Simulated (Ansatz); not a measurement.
ZrO2 (baddeleyite type, space group P2_1/c)

```
ZrO2
1.0
    5.18987     0.00000     0.00000
    0.00000     5.24188     0.00000
   -0.90466     0.00000     5.30184
Zr O
4 8
Direct
  0.27576   0.04379   0.21002
  0.72424   0.54379   0.28998
  0.72424   0.95621   0.78998
  0.27576   0.45621   0.71002
  0.06497   0.32630   0.35005
  0.93503   0.82630   0.14995
  0.93503   0.67370   0.64995
  0.06497   0.17370   0.85005
  0.45100   0.75674   0.47552
  0.54900   0.25674   0.02448
  0.54900   0.24326   0.52448
  0.45100   0.74326   0.97552
```

The slice is a (100) plane (indices of the conventional cell) through the point (0.724, 0.956, 0.790) (fractional), spanned by u = [010] and v = [001] in vectors of this cell: u (5.24 Å) and v (5.38 Å, at 90° to u). It covers one period; positions are fractions (u, v).

All values below come from PBE (plane waves to 420 eV, PAW, scalar-relativistic; Ansatz, a program for electronic structure). k mesh 5×5×5. Inside the PAW spheres the values are not all-electron values, and peaks at nuclei hang on which shells count as valence. ZrO2 is run without spin polarisation. ZrO2 was relaxed with its symmetry unable to fall.

### Question
Sketch the electron localisation function (ELF) on this plane as a map.

### Answer
```
|xx9600000000221169x|
|9983123210013321289|
|8841366520013321037|
|2102688630012221001|
|0014788730001111000|
|0015677510111000000|
|0013454213786310000|
|0001111028999940000|
|00000000698xx981000|
|0000000069xxx982000|
|10000000598xx971122|
|1000232128999831233|
|1001466313797311233|
|1002678731121001222|
|0002688751000001111|
|1101477752000000001|
|8741145431000000036|
|9994011110000000389|
|xx9710000000000179x|
|xx9710000000000189x|
```
Scale: ten equal steps from 0.01 (start of '0') to 0.84 (end of '9'), in the order '0123456789'. Values: electron localisation function (ELF). The map has 19 points along u (one character each, u = 0 at the left) and 20 along v (v = 0 in the bottom row). Points within 0.4 Å of a nucleus are blanked (x), as the pseudised field means little there.
